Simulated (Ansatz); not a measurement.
RbAg3S2:
```
RbAg3S2
1.0
    8.03442     2.14917     0.00000
   -8.03442     2.14917     0.00000
   -3.65430     0.00000     8.07193
Rb Ag S
2 6 4
Direct
  0.13297   0.86703   0.04133
  0.86703   0.13297   0.95867
  0.59752   0.40248   0.65065
  0.40248   0.59752   0.34935
  0.68887   0.31113   0.41321
  0.31113   0.68887   0.58679
  0.06041   0.93959   0.40534
  0.93959   0.06041   0.59466
  0.19671   0.80329   0.70401
  0.80329   0.19671   0.29599
  0.51937   0.48063   0.22688
  0.48063   0.51937   0.77312
```

Relaxed with r²SCAN.

Task: Give the Bader charges and basin volumes of the independent atoms, the program Ansatz at the r²SCAN level (PAW).

Result: 

```tsv
atom	Bader charge (e)	Bader volume (Å³)
Rb1	+0.82	27.9
Ag3	+0.31	19.9
Ag5	+0.29	19.8
Ag7	+0.31	18.3
S9	-0.85	27.2
S11	-0.88	26.3
```

Space group C2/m. The first step of the workflow began from a Materials Project structure, measured or hypothetical; the Crystallography Open Database copy checked does not list it. Its standing as an ambient phase is unchecked. The cell was relaxed with r²SCAN under the symmetry of its start; whether a distortion lowers the energy is not shown. The run is not spin-polarised.

Potentials: the later of the program's two PAW sets.
